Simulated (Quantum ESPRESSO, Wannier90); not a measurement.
**FeSi (P2₁3), plane waves to Wannier functions**

```xyz
8
Lattice="4.4022 0.0000 0.0000 0.0000 4.4022 0.0000 0.0000 0.0000 4.4022" Properties=species:S:1:pos:R:3 pbc="T T T"
Fe    -0.6027    -1.5984     1.5984
Fe    -1.5984     1.5984    -0.6027
Fe     1.5984    -0.6027    -1.5984
Fe     0.6027     0.6027     0.6027
Si     0.6986     1.5025    -1.5025
Si     1.5025    -1.5025     0.6986
Si    -1.5025     0.6986     1.5025
Si    -0.6986    -0.6986    -0.6986
```

Materials Project entry mp-871; symmetrised, unrelaxed at this level. COD (Crystallography Open Database) has an entry of this formula and space group (matched by these alone). Method: PBEsol plane waves in Quantum ESPRESSO 7.5 (PseudoDojo norm-conserving files, 72 Ry, no spin polarisation, no spin-orbit coupling), Bloch states on a 4×4×4 mesh through Γ, Wannier90 4.0.1. Density: 8×8×8 mesh, cold smearing 0.01 Ry. A non-magnetic state is assumed; magnetic ones were not tried. The gap is small at this level and was sampled on the meshes and a path alone.

Bands 17-40 form an isolated set from -13.52 to 0.00 eV relative to the valence-band maximum (on the path) and are turned into 24 Wannier functions by minimising the spread from the start: atomic waves Fe 3d, Si 3s.

Problem. Where do the functions sit, how wide are they and what are they made of?

Solution. 
```json
[
 {"functions": "12", "spread (Å²)": "1.93", "nearest atom, distance (Å)": "Fe 0.26", "second atom, distance (Å)": "Si 2.03", "weight on atomic waves": "Fe 3d 75 %, Si 3p 11 %, Si 3s 5 %"},
 {"functions": "12", "spread (Å²)": "2.06", "nearest atom, distance (Å)": "Fe 1.31", "second atom, distance (Å)": "Fe 1.46", "weight on atomic waves": "Fe 3d 39 %, Si 3p 33 %, Si 3s 12 %"}
]
```

Ω_I = 35.71 Å², Ω_total = 47.84 Å²; the interpolated bands follow pw.x to 6.9 meV rms on the path. It is the lowest total spread that any start reached here.
